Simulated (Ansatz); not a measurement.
Each is relaxed and computed with PBE in the plane-wave PAW code Ansatz. Which is the only metal?
A. BN, NiAs type
B. BAs, P4_2/mnm (B on 4g, As on 4f)
C. HfB, rock salt
D. HfO2, fluorite

C, HfB, rock salt. HfB: metal; BN: gap 1.48 eV (indirect); BAs: gap 0.80 eV (indirect); HfO2: gap 3.75 eV (direct). Built on a structure type that need not be the filed one of that space group: BN, NiAs type. Typed or built starts, not in the databases checked: BAs, P4_2/mnm (B on 4g, As on 4f). Not the usual ambient phase: BN, NiAs type; BAs, P4_2/mnm (B on 4g, As on 4f); HfO2, fluorite. Standing as an ambient phase not checked: HfB, rock salt. Unstable at this level: BN, NiAs type. All cells were relaxed under the symmetry of their starts (and spin orders); stability against distortions was not tested throughout. Rows with no word on spin ran without spin polarisation. Scalar-relativistic: spin–orbit coupling is off unless named, which matters more the heavier the elements.

Potentials: the later of the program's two PAW sets.
